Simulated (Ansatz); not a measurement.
Zone-centre phonons of HfN at 18 GPa: input and output

Level of theory: DFT PBEsol, scalar-relativistic, plane waves, PAW (Ansatz).

Launched with:
```bash
ansatz run input.yaml --threads 1 --pin off --max-ram 3072MiB --backend cpu --events-out ev --progress --plain --runs-dir out
```

Input (bare energies are in eV):
```yaml
crystal:
  lattice:
    - [0.0, 2.2092789544, 2.2092789544]
    - [2.2092789544, 0.0, 2.2092789544]
    - [2.2092789544, 2.2092789544, 0.0]
  atoms:
    - { symbol: Hf, position: [0.0, 0.0, 0.0] }
    - { symbol: "N", position: [0.5, 0.5, 0.5] }
basis:
  ecutwfc: 420
kpoints:
  mp_grid: { grid: [16, 16, 16] }
hamiltonian:
  xc: pbesol
scf:
  occupations: { method: fermi_dirac, width: 0.15 }
output:
  eigenvalues: true
phonons:
  method: dfpt
  eigenvectors: true
```

Results section of the output:
```
--- Phonons (Γ-DFPT): 2 representative perturbations + reference, on 349 of 4096 k-points (Σ response iterations 7) ---
  k mesh reduced under 8 symmetry operations, with k and −k counted as one. Each operation leaves every solved perturbation unchanged. A smaller set is not used because it would not reduce the number of displacements ...
  ASR residual: 3.207e-4 → 0.000e0 eV/Å²; symmetrization residual: 3.990e-8 eV/Å²
  ASR residual per site (eV/Å²): 3.21e-4 1.74e-4
  Γ frequencies (cm⁻¹): 0.00 0.00 0.00 556.23 556.23 556.23
  non-analytic LO–TO correction: not included (Born effective charges unavailable; polar crystals: no LO–TO splitting at Γ)
```

It took 16 s on 1 thread of AMD EPYC 9R45 96-Core Processor (Zen 5), with other jobs on the host, peak memory 0.82 GiB.

In a metal, frequencies and elastic constants depend on the k mesh and the smearing, soft modes and shear constants most. Spin–orbit coupling is left out, which can shift energies with elements as heavy as these.